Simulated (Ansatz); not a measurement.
Nb3Sn in space group Fm-3m (No. 225; Sn on 4a, Nb on 4b, Nb on 8c) at seven volumes, the program Ansatz at the r²SCAN level (PAW), scaled uniformly. One row is withheld.

| V (Å³/atom) | P (GPa) |
|---|---|
| 17.006 | 19.49 |
| 17.567 | 11.96 |
| 18.128 | 5.52 |
| 18.688 | 0.00 |
| 19.249 | -4.73 |
| 19.810 | ? |
| 20.370 | -12.23 |

Fit the shown pressures and predict the withheld one.

Third-order Birch–Murnaghan: P = (3/2)B₀(x^(7/2) − x^(5/2))[1 + (3/4)(B′ − 4)(x − 1)] with x = (V₀/V)^(2/3). Least squares on the six rows gives V₀ = 18.689 Å³/atom, B₀ = 169.8 GPa, B′ = 4.15. At V = 19.810, x = 0.9619 and P = -8.77 GPa. The run itself gave -8.77 GPa.

The cell is a constructed one: a structure type filled with these elements; neither database checked (COD, Materials Project) lists it. It is not the phase usual at ambient conditions (space group No. 223). Symmetry was held in the r²SCAN relaxation. At this level the phase is mechanically unstable. The run is not spin-polarised. Spin–orbit coupling is left out wherever it is not named.

Potentials: the later of the program's two PAW sets.
